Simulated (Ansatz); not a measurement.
Values for one crystal, relaxed and computed with plane-wave PAW r²SCAN (Ansatz code); other levels are named.

```yaml
volume_per_atom: 27.01 Å³
band_gap: 4.34 eV (indirect)
Pressure derivative B′: 5.3
Gap with spin–orbit coupling: 4.28 eV
Hole effective mass with spin–orbit coupling: 1.1, 1.1, 1.3 mₑ (principal values)
Formation energy from the elements (no fitted shifts): -262 kJ/mol of atoms
hole_effective_mass: 1.3, 1.5, 2.8 mₑ (principal values)
```

Problem. Pick the material that matches.
A) AlN, rock salt
B) TlIO3, R3m (Tl on 3a, I on 3a, O on 9b)
C) LaCl3, P6_3/m (La on 2c, Cl on 6h)
D) ZnCu2SnS4, I-42m (Zn on 2a, Cu on 4d, Sn on 2b, S on 8i)

Solution. C, LaCl3, P6_3/m (La on 2c, Cl on 6h)

The workflow started from a Materials Project entry (that database holds measured and hypothetical structures alike); the Crystallography Open Database copy checked does not list it. Whether it is the stable phase at ambient conditions was not checked. The r²SCAN relaxation kept the symmetry of its start; whether a distortion lowers the energy is not shown. The references are the lowest solids computed at this level, not always the standard phases (solids in place of the gases). Scalar-relativistic: spin–orbit coupling is off unless named, which matters more the heavier the elements.

Potentials: the later of the program's two PAW sets.
